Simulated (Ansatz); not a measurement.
This cell of C (graphite type, space group P6_3/mmc) is off equilibrium:

```yaml
crystal:
  lattice:
    - [2.35497, 0.00000, 0.00000]
    - [-1.17748, 2.03946, 0.00000]
    - [0.00000, 0.00000, 6.42856]
  atoms:
    - { symbol: C, position: [0.00000, 0.00000, 0.25000] }
    - { symbol: C, position: [0.00000, 0.00000, 0.75000] }
    - { symbol: C, position: [0.33333, 0.66667, 0.25000] }
    - { symbol: C, position: [0.66667, 0.33333, 0.75000] }
```

All values below come from PBE-D3(BJ) (plane waves to 420 eV, PAW, scalar-relativistic; Ansatz, a first-principles code). k mesh 15×15×5 (Γ-centred), Fermi-Dirac smearing 0.05 eV. E stands for the smeared free energy. Compression counts positive. C was relaxed with its symmetry unable to fall. The PAW data are Ansatz's earlier set.

Task: Give the stress tensor in GPa and the pressure.

Result: 
```
   76.0      0.0      0.0
    0.0     76.0      0.0
    0.0      0.0      2.0
```
The pressure, a third of the trace, is 51.3 GPa.

Task: It is the relaxed cell scaled evenly to V/V₀ = 0.872, atoms relaxed where free. What is its energy relative to the relaxed cell?

Result: 165 meV/atom.

(A scan under strain: stresses follow from slopes of the energy per volume, elastic moduli from its curvatures.)
